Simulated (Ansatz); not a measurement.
MoTe2 (2H-MoS2 type, space group P6_3/mmc)

```yaml
crystal:
  lattice:
    - [3.54193, 0.00000, 0.00000]
    - [-1.77097, 3.06740, 0.00000]
    - [0.00000, 0.00000, 14.18201]
  atoms:
    - { symbol: Mo, position: [0.33333, 0.66667, 0.75000] }
    - { symbol: Mo, position: [0.66667, 0.33333, 0.25000] }
    - { symbol: Te, position: [0.33333, 0.66667, 0.12347] }
    - { symbol: Te, position: [0.66667, 0.33333, 0.62347] }
    - { symbol: Te, position: [0.66667, 0.33333, 0.87653] }
    - { symbol: Te, position: [0.33333, 0.66667, 0.37653] }
```

The volume is varied about the relaxed value V₀ at fixed cell shape. The atoms relax within the cell's symmetry.

Level of theory: r2SCAN+rVV10 (plane waves to 500 eV, PAW, scalar-relativistic; Ansatz, a quantum-chemistry and plane-wave program). k mesh 11×11×3 (Γ-centred), Fermi-Dirac smearing 0.05 eV. The energy includes the smearing's −TS. Stress and pressure are positive under compression. With the shape held, the modulus is that of even scaling; a crystal free to change shape is softer. MoTe2 is run without spin polarisation. MoTe2 was relaxed with its symmetry unable to fall. Spin-orbit coupling is left out, though Te is heavy. The PAW data are Ansatz's earlier set. The zero of ΔE is the relaxed starting cell.

```csv
V (Å³/atom),ΔE (meV/atom)
24.139,14.9
24.525,8.1
24.910,withheld
25.295,0.8
25.680,0.0
26.065,0.8
26.451,3.1
26.836,6.8
27.221,11.8
```

Problem. Fit a third-order Birch-Murnaghan form (E₀, V₀, B₀, B₀′ free) to the given rows and predict ΔE at V = 24.910.

Solution. Least squares on the 8 given rows: ΔE = E₀ + (9V₀B₀/16)·y²·[2 + (B₀′ − 4)y], y = (V₀/V)^(2/3) − 1, with V₀ = 25.679 Å³/atom, B₀ = 45.84 GPa (160.2 GPa = 1 eV/Å³; the term in eV is multiplied by 1000), B₀′ = 4.91, E₀ = -0.02 meV/atom; root-mean-square residual 0.02 meV/atom. At 24.910 the fit gives 3.5 meV/atom; the calculation gives 3.5 meV/atom, the same to the digits shown. For the pressure the fit gives 1.50 GPa against the computed 1.49 GPa.

(A scan under strain: stresses follow from slopes of the energy per volume, elastic moduli from its curvatures.)
